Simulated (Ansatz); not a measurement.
GaAs:
Space group Pm-3m (No. 221); a = b = c = 3.374 Å, α = β = γ = 90.00°

```csv
atom,site,symmetry,x,y,z
Ga,1a,m-3m,0.0000,0.0000,0.0000
As,1b,m-3m,0.5000,0.5000,0.5000
```

This is the PBE-relaxed structure.

Task: All from the program Ansatz at the PBE level (PAW), unless another level is named. Give the bulk modulus (Birch–Murnaghan fit).

Result: 62.7 GPa.

Task: Give the highest zone-centre frequency.

Result: 78 cm⁻¹.

A made-up cell: these elements were put on the sites of a structure type; neither database checked (COD, Materials Project) lists it. It is not the phase usual at ambient conditions (space group No. 216). The PBE relaxation kept the symmetry of its start; of distortions, only those at the zone centre were tested. As this level gives no gap, phonon frequencies hold no LO–TO term and depend on the k-mesh and smearing (Fermi–Dirac, 0.1 eV here).

Potentials: the later of the program's two PAW sets.
